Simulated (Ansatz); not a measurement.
Here is the system:

Sc$_{2}$AlC:
```cif
data_C2Al2Sc4
_chemical_formula_sum 'Sc4 Al2 C2'
_space_group_name_H-M_alt 'P63/mmc'
_space_group_IT_number 194
_space_group_name_Hall '-P 6c 2c'
_cell_length_a 3.28855
_cell_length_b 3.28855
_cell_length_c 15.05027
_cell_angle_alpha 90.000
_cell_angle_beta 90.000
_cell_angle_gamma 120.000
loop_
_atom_site_label
_atom_site_type_symbol
_atom_site_symmetry_multiplicity
_atom_site_Wyckoff_symbol
_atom_site_fract_x
_atom_site_fract_y
_atom_site_fract_z
_atom_site_occupancy
Sc1 Sc 4 f 0.33333 0.66667 0.08232 1
Al1 Al 2 d 0.66667 0.33333 0.25000 1
C1 C 2 a 0.00000 0.00000 0.00000 1
```

This is the r²SCAN-relaxed structure.

Task: All from r²SCAN (plane waves, PAW; program Ansatz), unless another level is named. Give the electronic character.

Result: metallic (no gap).

Task: Next, the formation energy from the elements (no fitted shifts)?

Result: -0.54 eV/atom.

Task: Predict the density of states at the Fermi level.

Result: 0.38 states/eV per atom (mean over ±0.08 eV).

Space group P6_3/mmc. The workflow started from a Materials Project entry (that database holds measured and hypothetical structures alike); the Crystallography Open Database copy checked does not list it. Its standing as an ambient phase is unchecked. The r²SCAN relaxation kept the symmetry of its start; of distortions, only those at the zone centre were tested. No spin polarisation was allowed. The references are the lowest solids computed at this level, not always the standard phases.

Potentials: the later of the program's two PAW sets.
